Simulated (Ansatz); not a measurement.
**Structures of Pt2C3: which is lowest?**

Plane-wave DFT in Ansatz with scalar-relativistic PAW potentials, cutoff 420 eV, Γ-centred meshes chosen by cell and gap, Gaussian smearing with energies taken to zero width. Every cell was relaxed (cell and atoms) in a run of its own, within the symmetry of its start. Functional: PBE.

Relaxed structures (starts from databases or built by putting these elements on another compound's sites):
A. P-3m1, 5 atoms in the computed cell, a = 3.325 Å, c = 5.680 Å; sites (symmetry × multiplicity) Pt 3m. × 2, C -3m. × 1 + 3m. × 2; start: built
B. R-3c, 10 atoms in the computed cell, a = 5.337 Å, c = 14.096 Å; sites (symmetry × multiplicity) Pt 3. × 12, C .2 × 18; start: built

Rank them by energy. Could pressure change the order?

```csv
structure,group,E − E(lowest) (meV/atom),V (Å³/atom),gap on mesh (eV)
B,R-3c,0.0,11.59,0.00
A,P-3m1,287,10.88,0.00
```

B is lowest, 287 meV/atom under A. A is denser by 0.71 Å³/atom, so pressure favours it: ΔE/ΔV, with ΔE in eV and 1 eV/Å³ = 160.2 GPa, gives about 64 GPa for equal enthalpy if both cells were rigid; at such pressures compression changes ΔV much, so this is a scale only. Other structures may lie lower than all of these, and vibrations aren't counted.

Spin-orbit coupling is left out, which matters for the bands of heavy elements.